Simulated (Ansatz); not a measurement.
Ti$_{2}$C in space group Fd-3m (No. 227; Ti on 32e, C on 16d) under volume change, PBEsol in the plane-wave PAW code Ansatz, shape and atoms relaxed at each volume.

```csv
V (Å³/atom),E − E(relaxed) (meV/atom),P (GPa)
11.842,58.3,17.22
12.233,24.5,10.59
12.623,5.8,4.90
13.014,0.0,0.01
13.404,5.2,-4.15
13.795,___,___
14.185,___,___
```

Problem. Complete the blanks.

Solution. 
- 13.795, E − E(relaxed) (meV/atom): 19.7
- 13.795, P (GPa): -7.69
- 14.185, E − E(relaxed) (meV/atom): 42.2
- 14.185, P (GPa): -10.68

Problem. What does a third-order Birch–Murnaghan fit give for V₀, B₀ and B′?

Solution. V₀ = 13.02 Å³/atom, B₀ = 149 GPa, B′ = 4.2.

The workflow started from a Materials Project entry (that database holds measured and hypothetical structures alike); the Crystallography Open Database copy checked does not list it. Whether it is the stable phase at ambient conditions was not checked. The PBEsol relaxation kept the symmetry of its start; of distortions, only those at the zone centre were tested. No spin polarisation was allowed.

Potentials: the later of the program's two PAW sets.
